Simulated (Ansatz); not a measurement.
Relaxed-ion elastic tensor of CaS (rock salt, Fm-3m) in GPa (Voigt order), plane-wave PAW LDA (Ansatz code); density 2.78 g/cm³, 21.53 Å³ per atom.

```
 155  23.8  23.8   0.0   0.0   0.0
23.8   155  23.8   0.0   0.0   0.0
23.8  23.8   155   0.0   0.0   0.0
 0.0   0.0   0.0  35.2   0.0   0.0
 0.0   0.0   0.0   0.0  35.2   0.0
 0.0   0.0   0.0   0.0   0.0  35.2
```

### Question
Is the crystal mechanically stable?

### Answer
Yes: the smallest eigenvalue of C is 35.2 GPa.

### Question
Work out the Voigt, Reuss and Hill averages.

### Answer
K_V = 67.6, K_R = 67.6, K_H = 67.6; G_V = 47.4, G_R = 43.3, G_H = 45.4 GPa.

### Question
Give Young's modulus, Poisson's ratio, Pugh's ratio and the universal anisotropy index.

### Answer
E = 9KG/(3K + G) = 111 GPa; ν = 0.23; K/G = 1.49 (brittle by the Pugh limit of 1.75); A_U = 5G_V/G_R + K_V/K_R − 6 = 0.48.

### Question
Estimate the sound speeds and the Debye temperature.

### Answer
v_l = √((K + 4G/3)/ρ) = 6790 m/s, v_t = √(G/ρ) = 4040 m/s, mean 4470 m/s; Θ = (h/k)(3n/4πV)^(1/3) v_m = 478 K.

### Question
Give the Zener ratio and Young's modulus along [100], [110] and [111].

### Answer
A = 2C44/(C11 − C12) = 0.54; 1/E = S11 − 2(S11 − S12 − S44/2)Γ with Γ = 0, 1/4, 1/3 gives 149, 99.9, 90.0 GPa.

### Question
Solve the Christoffel equation for the three sound speeds along [100], [110], [111].

### Answer
Eigenvalues of C_ijkl n_j n_l equal ρv². In km/s, slowest first: [100] 3.56, 3.56, 7.47; [110] 3.56, 4.86, 6.70; [111] 4.47, 4.47, 6.42.

The cell was relaxed with LDA under the symmetry of its start; phonons on a q-mesh show no instability.

Potentials: the later of the program's two PAW sets.
